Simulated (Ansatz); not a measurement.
In$_{3}$Se: tetragonal deformation path

The calculation used DFT PBEsol+D3(BJ), scalar-relativistic, plane waves, PAW in Ansatz. Cutoff 420 eV, Γ-centred 12×12×12 k-points, Gaussian smearing of 0.15 eV. No spin polarisation. Energies are free energies at this smearing, counted from the undisturbed cell; pressure is positive in compression.

Reference structure (relaxed at this level; it needn't be the usual structure):

```
CELL_PARAMETERS angstrom
4.58785 0.00000 0.00000
0.00000 4.58785 0.00000
0.00000 0.00000 4.58785
ATOMIC_POSITIONS crystal
In 0.00000 0.50000 0.50000
In 0.50000 0.00000 0.50000
In 0.50000 0.50000 0.00000
Se 0.00000 0.00000 0.00000
```

At fixed volume and fractional coordinates, lengths along (0.000, 0.000, 1.000) are scaled against those across it; ρ is that ratio over its starting value. The cell is metallic on the mesh throughout.

```
    ρ  ΔE (meV/atom)
0.650           29.8
0.707            3.1
0.780            0.1
0.850            1.0
0.920            0.8
0.960            0.3
1.000            0.0
1.100            4.0
1.200           15.7
1.300           40.2
1.414           72.2
1.500          110.7
```

Cost: 12 runs of about 3.3 core-minutes in all, on Intel Xeon 6975P-C (Granite Rapids) (shared hosts).